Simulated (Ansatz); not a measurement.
**Structures of Zn2Sb3: which is lowest?**

Plane-wave DFT in Ansatz with scalar-relativistic PAW potentials, cutoff 420 eV, Γ-centred meshes chosen by cell and gap, Gaussian smearing with energies taken to zero width. Every cell was relaxed (cell and atoms) in a run of its own, within the symmetry of its start. Functional: PBE.

Relaxed structures (starts from databases or built by putting these elements on another compound's sites):
A. R-3m, 5 atoms in the computed cell, a = 4.154 Å, c = 24.749 Å; sites (symmetry × multiplicity) Zn 3m × 6, Sb -3m × 3 + 3m × 6; start: built
B. R-3c, 10 atoms in the computed cell, a = 7.627 Å, c = 14.792 Å; sites (symmetry × multiplicity) Zn 3. × 12, Sb .2 × 18; start: built

Q: Rank them by energy. Could pressure change the order?

A:
```csv
structure,group,E − E(lowest) (meV/atom),V (Å³/atom),gap on mesh (eV)
A,R-3m,0.0,24.65,0.00
B,R-3c,67,24.84,0.00
```

A is lowest, 67 meV/atom under B. The lowest is also the densest of these, so pressure wouldn't bring one of the others in at first order. Other structures may lie lower than all of these, and vibrations aren't counted.

Spin-orbit coupling is left out, which matters for the bands of heavy elements.